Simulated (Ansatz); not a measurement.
CdS (zinc blende, F-43m), a = b = c = 5.8778 Å, α = β = γ = 90.00°; the cell used has 2 atoms.

Relaxed with r²SCAN.

Task: Which orbitals make up the states near the band edges in r²SCAN in the plane-wave PAW code Ansatz?

Result: Top 1 eV of the valence band: S 3p 90 %, Cd 4d 6 %. Bottom 1 eV of the conduction band: Cd 5s 60 %, S 3s 21 %, S 3p 17 %. Projections are on Löwdin-orthogonalised atomic valence shells; empty p or d shells of many metals are not among them.

Task: Tabulate the density of states.

Result: States/eV per cell of 2 atoms, in 0.25 eV bins, energy from the valence-band maximum.

```
E (eV)  total  Cd 4d  S 3p  Cd 5s
------  -----  -----  ----  -----
-7.85   10.21   9.54  0.63   0.02
-7.60   12.26  11.70  0.47   0.05
-7.35   12.37  12.21  0.06   0.04
-7.10    3.28   2.95  0.06   0.06
-6.85    1.88   1.67  0.01   0.01
-6.60    0.00   0.00  0.00   0.00
-6.35    0.00   0.00  0.00   0.00
-6.10    0.00   0.00  0.00   0.00
-5.85    0.00   0.00  0.00   0.00
-5.60    0.00   0.00  0.00   0.00
-5.35    0.00   0.00  0.00   0.00
-5.10    0.00   0.00  0.00   0.00
-4.85    0.00   0.00  0.00   0.00
-4.60    0.00   0.00  0.00   0.00
-4.35    0.02   0.00  0.02   0.01
-4.10    0.65   0.01  0.47   0.15
-3.85    3.04   0.08  2.01   0.87
-3.60    1.35   0.06  0.88   0.34
-3.35    0.75   0.05  0.48   0.17
-3.10    0.54   0.04  0.34   0.11
-2.85    0.40   0.03  0.26   0.08
-2.60    0.32   0.03  0.21   0.06
-2.35    1.44   0.07  1.23   0.05
-2.10    1.68   0.09  1.45   0.06
-1.85    2.08   0.10  1.83   0.05
-1.60    2.28   0.11  2.03   0.04
-1.35    2.29   0.12  2.04   0.03
-1.10    2.27   0.13  2.03   0.02
-0.85    2.32   0.14  2.09   0.01
-0.60    1.43   0.09  1.29   0.01
-0.35    0.84   0.06  0.76   0.00
-0.10    0.30   0.02  0.27   0.00
0.15     0.00   0.00  0.00   0.00
0.40     0.00   0.00  0.00   0.00
0.65     0.00   0.00  0.00   0.00
0.90     0.00   0.00  0.00   0.00
1.15     0.00   0.00  0.00   0.00
1.40     0.00   0.00  0.00   0.00
1.65     0.00   0.00  0.00   0.00
1.90     0.02   0.00  0.00   0.01
2.15     0.04   0.00  0.01   0.02
2.40     0.06   0.00  0.01   0.03
2.65     0.08   0.00  0.02   0.05
2.90     0.12   0.00  0.03   0.07
3.15     0.18   0.00  0.04   0.10
3.40     0.30   0.00  0.06   0.17
3.65     0.60   0.00  0.12   0.33
3.90     0.67   0.00  0.14   0.35
4.15     1.03   0.00  0.18   0.42
4.40     1.35   0.00  0.22   0.50
4.65     1.42   0.00  0.24   0.52
4.90     1.45   0.00  0.28   0.54
5.15     1.09   0.00  0.21   0.37
5.40     1.00   0.00  0.18   0.29
5.65     0.89   0.00  0.14   0.20
5.90     1.54   0.00  0.19   0.27
6.15     1.43   0.00  0.10   0.12
6.40     1.33   0.00  0.06   0.04
```

The cell was relaxed with r²SCAN under the symmetry of its start. Scalar-relativistic: spin–orbit coupling is off unless named, which matters more the heavier the elements.

Potentials: the later of the program's two PAW sets.
